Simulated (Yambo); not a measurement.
Yambo input for K2MgH4 (space group I4/mmm, No. 139) (a = b = c = 7.345 Å, α = β = 148.33°, γ = 45.40°), on PBEsol (Quantum ESPRESSO, PseudoDojo norm-conserving, 84 Ry, no spin-orbit coupling) wavefunctions on a 6×6×6 mesh:

```
optics
chi
dipoles
kernel
FFTGvecs= 40 Ry
Chimod= "HARTREE"
NGsBlkXd= 3 Ry
% QpntsRXd
 1 | 1 |
%
% BndsRnXd
 5 | 79 |
%
GrFnTpXd= "R"
% EnRngeXd
 0.0 | 20.0 | eV
%
% DmRngeXd
 0.2 | 0.2 | eV
%
CGrdSpXd= 50
ETStpsXd= 161
% LongDrXd
 1.0 | 0.0 | 0.0 |
%
```

First lines of the file o-*.eps_q1_inv_rpa_dyson:

```
Absorption @ Q(1):   1.00000000     0.00000000     0.00000000    [q->0 direction]
#
# [ X ] Hartree size     :   79
# [GEN] GF Energies     : Perdew, Burke & Ernzerhof SOL(X)+Perdew, Burke & Ernzerhof SOL(C)
# [GEN] Green`s Function     : Retarded
#
# [GEN] Gauge     : Length
# [GEN] [r,Vnl] included     : yes
#
#    E[1] [eV]     Im(eps)     Re(eps)     Im(eps_o)     Re(eps_o)
#
     0.000000     0.151794E-8     3.062143     0.56505E-17     3.446611
     0.125000     0.002500     3.062920     0.003156     3.447591
     0.250000     0.005015     3.065255     0.006332     3.450538
     0.375000     0.007562     3.069162     0.009550     3.455471
     0.500000     0.010156     3.074666     0.012832     3.462422
     0.625000     0.012816     3.081801     0.016199     3.471436
     0.750000     0.015560     3.090614     0.019677     3.482575
     0.875000     0.018408     3.101161     0.023292     3.495913
     1.000000     0.021381     3.113514     0.027074     3.511545
     1.125000     0.024507     3.127757     0.031057     3.529582
     1.250000     0.027812     3.143992     0.035278     3.550160
     1.375000     0.031329     3.162338     0.039780     3.573436
     1.500000     0.035096     3.182936     0.044615     3.599597
     1.625000     0.039158     3.205953     0.049842     3.628865
     1.750000     0.043567     3.231582     0.055533     3.661498
     1.875000     0.048387     3.260054     0.061773     3.697804
     2.000000     0.053695     3.291641     0.068667     3.738146
     2.125000     0.059588     3.326665     0.076344     3.782956
     2.250000     0.066185     3.365513     0.084968     3.832751
     2.375000     0.073637     3.408649     0.094744     3.888158
     2.500000     0.082141     3.456638     0.105942     3.949938
     2.625000     0.091956     3.510175     0.118914     4.019027
     2.750000     0.103429     3.570122     0.134137     4.096596
     2.875000     0.117041     3.637569     0.152270     4.184120
     3.000000     0.133472     3.713909     0.174253     4.283499
     3.125000     0.153727     3.800968     0.201472     4.397220
     3.250000     0.179349     3.901176     0.236066     4.528608
     3.375000     0.212836     4.017840     0.281509     4.682197
     3.500000     0.258504     4.155528     0.343832     4.864252
     3.625000     0.324399     4.320441     0.434338     5.083272
     3.750000     0.426836     4.519993     0.576082     5.349223
     3.875000     0.601419     4.755975     0.819437     5.663086
     4.000000     0.910943     4.982764     1.250157     5.955124
```
(The file goes on to the top of the energy range.) Convergence of the RPA response with its 6×6×6 mesh was not tested.

Geometry of the Materials Project entry, not relaxed at this level.
